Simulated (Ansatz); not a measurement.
Phonons of a relaxed structure of MgS by density-functional perturbation theory (low response-accuracy setting, no LO–TO term) at Γ and zone-boundary points with q components 0 or ½ of the primitive reciprocal vectors. Computed with r2SCAN (plane waves to 500 eV, PAW, scalar-relativistic; Ansatz, a program for electronic structure). Γ-centred k-mesh 8×8×8, Fermi–Dirac smearing 0.05 eV.

```
MgS
1.0
    0.00000     2.60162     2.60162
    2.60162     0.00000     2.60162
    2.60162     2.60162     0.00000
S Mg
1 1
Direct
  0.00000   0.00000   0.00000
  0.50000   0.50000   0.50000
```

Space group Fm-3m (No. 225), rock salt type.

```csv
q,wavenumbers (cm⁻¹; i marks imaginary)
Γ,"0 (×3), 237 (×3)"
"L (½, 0, 0)","182 (×2), 201 (×2), 305, 368"
"X (½, ½, 0)","136 (×2), 197, 265 (×2), 306"
```

What do these wavenumbers say about the structure?

No instability shows at these points (nothing beyond 15i cm⁻¹, the threshold used here). Other wavevectors were not sampled, so this does not prove stability.

No spin polarisation in the result.
